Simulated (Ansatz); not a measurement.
MoPt₂:
Space group Immm (No. 71); a = 2.728 Å, b = 3.911 Å, c = 8.216 Å, α = β = γ = 90.00°

```json
[
 {"atom": "Mo", "site": "2a", "symmetry": "mmm", "x": "0.0000", "y": "0.0000", "z": "0.0000"},
 {"atom": "Pt", "site": "4i", "symmetry": "mm2", "x": "0.0000", "y": "0.0000", "z": "0.3366"}
]
```
(The calculation used a cell of 3 atoms; values per cell refer to that cell.)

Relaxed at zero pressure with LDA (plane waves, PAW; program Ansatz).

The volume is raised by 3 % and shape and atoms relax at that volume. What pressure results, and how do the axes share the change?

-8.8 GPa; a 1.0 %, b 0.9 %, c 1.0 %; the energy rises by 12 meV/atom.

Give the new structure.


Space group Immm (No. 71); a = 2.757 Å, b = 3.946 Å, c = 8.300 Å, α = β = γ = 90.00°

```tsv
atom	site	symmetry	x	y	z
Mo	2a	mmm	0.0000	0.0000	0.0000
Pt	4i	mm2	0.0000	0.0000	0.3369
```

The phase is kept; no other phase was compared at this pressure.

The workflow started from a Materials Project entry (that database holds measured and hypothetical structures alike); the Crystallography Open Database files this formula in space group No. 71, but the cells were not matched. Its standing as an ambient phase is unchecked. The LDA relaxation kept the symmetry of its start; of distortions, only those at the zone centre were tested. The run is not spin-polarised. Axis ratios of metals converge slowly with the k-mesh, so a and c are less sure than the volume. Spin–orbit coupling is left out wherever it is not named.

Potentials: the later of the program's two PAW sets.
